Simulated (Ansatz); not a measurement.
Ga2AsP:
```
CELL_PARAMETERS angstrom
      1.96110     1.13224     6.40814
     -1.96110     1.13224     6.40814
      0.00000    -2.26448     6.40814
ATOMIC_POSITIONS crystal
  Ga 0.00249 0.00249 0.00249
  Ga 0.49742 0.49742 0.49742
  P  0.37488 0.37488 0.37488
  As 0.87519 0.87519 0.87519
```

Cartesian axes are those of the cell as given.

Problem. Give the proper piezoelectric stress tensor with relaxed ions from DFT-PBEsol in the program Ansatz with PAW potentials.

Solution. In C/m², rows x, y, z, Voigt columns; mesh uncertainty up to 0.04.
```
 0.00   0.00   0.00   0.00  -0.11   0.15
 0.15  -0.15   0.00  -0.11   0.00   0.00
-0.11  -0.11   0.21   0.00   0.00   0.00
```

The elastic tensor of the same run (GPa):

```
  149   45.0   36.0  -12.7    0.0    0.0
 45.0    149   36.0   12.7    0.0    0.0
 36.0   36.0    159    0.0    0.0    0.0
-12.7   12.7    0.0   42.4    0.0    0.0
  0.0    0.0    0.0    0.0   42.4  -12.7
  0.0    0.0    0.0    0.0  -12.7   51.8
```

Problem. Convert to strain constants d = e·S.

Solution. In pC/N:
```
 0.0   0.0   0.0   0.0  -1.8   2.5
 1.3  -1.3   0.0  -1.8   0.0   0.0
-0.9  -0.9   1.7   0.0   0.0   0.0
```

Space group R3m. The first step of the workflow began from a Materials Project structure, measured or hypothetical; the Crystallography Open Database copy checked does not list it. With P and As taken as one species the cell has the higher symmetry F-43m, so it may be an ordered model of a mixed-site phase. Its standing as an ambient phase is unchecked. Symmetry was held in the PBEsol relaxation; whether a distortion lowers the energy is not shown.

Potentials: the later of the program's two PAW sets.
